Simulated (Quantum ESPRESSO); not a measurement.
pw.x input (Quantum ESPRESSO 7.5; PBEsol, PseudoDojo standard norm-conserving files, fully relativistic):

```
&CONTROL
  calculation = 'scf'
  pseudo_dir = './pseudo'
  outdir = './out'
  tprnfor = .true.
  tstress = .true.
/
&SYSTEM
  ibrav = 0
  nat = 3
  ntyp = 2
  ecutwfc = 68.0
  ecutrho = 272.0
  occupations = 'smearing'
  smearing = 'fd'
  degauss = 0.002
  nbnd = 28
  noncolin = .true.
  lspinorb = .true.
/
&ELECTRONS
  conv_thr = 3e-10
/
ATOMIC_SPECIES
Cl 35.4500 Cl.upf
Sr 87.6200 Sr.upf
CELL_PARAMETERS angstrom
  0.000000000000   3.453034803000   3.453034803000
  3.453034803000   0.000000000000   3.453034803000
  3.453034803000   3.453034803000   0.000000000000
ATOMIC_POSITIONS crystal
Cl   0.750000000000   0.750000000000   0.750000000000
Cl   0.250000000000   0.250000000000   0.250000000000
Sr   0.000000000000   0.000000000000   0.000000000000
K_POINTS automatic
8 8 8 0 0 0
```

End of the output:

```
     total energy              =    -134.38740692 Ry
     estimated scf accuracy    <       0.00000006 Ry
     total energy              =    -134.38740695 Ry
     estimated scf accuracy    <          4.9E-09 Ry
     total energy              =    -134.38740695 Ry
     estimated scf accuracy    <          1.1E-09 Ry
[...]
     the Fermi energy is     5.8264 ev
!    total energy              =    -134.38740695 Ry
     estimated scf accuracy    <          2.5E-11 Ry
     smearing contrib. (-TS)   =       0.00000000 Ry
     internal energy E=F+TS    =    -134.38740695 Ry
     The total energy is F=E-TS. E is the sum of the following terms:
     one-electron contribution =     -27.68413833 Ry
     hartree contribution      =      22.78958864 Ry
     xc contribution           =     -34.54393005 Ry
     ewald contribution        =     -94.94892721 Ry
     convergence has been achieved in  10 iterations
     Forces acting on atoms (cartesian axes, Ry/au):
     atom    1 type  1   force =     0.00000000   -0.00000000    0.00000000
     atom    2 type  1   force =     0.00000000    0.00000000    0.00000000
     atom    3 type  2   force =    -0.00000000    0.00000000    0.00000000
     Total force =     0.000000     Total SCF correction =     0.000000
     Computing stress (Cartesian axis) and pressure
          total   stress  (Ry/bohr**3)                   (kbar)     P=        0.23
   0.00000154  -0.00000000  -0.00000000            0.23       -0.00       -0.00
  -0.00000000   0.00000154  -0.00000000           -0.00        0.23       -0.00
  -0.00000000  -0.00000000   0.00000154           -0.00       -0.00        0.23
```
In a gapped system the printed Fermi energy is only some level inside the gap.

Geometry relaxed with PBEsol.
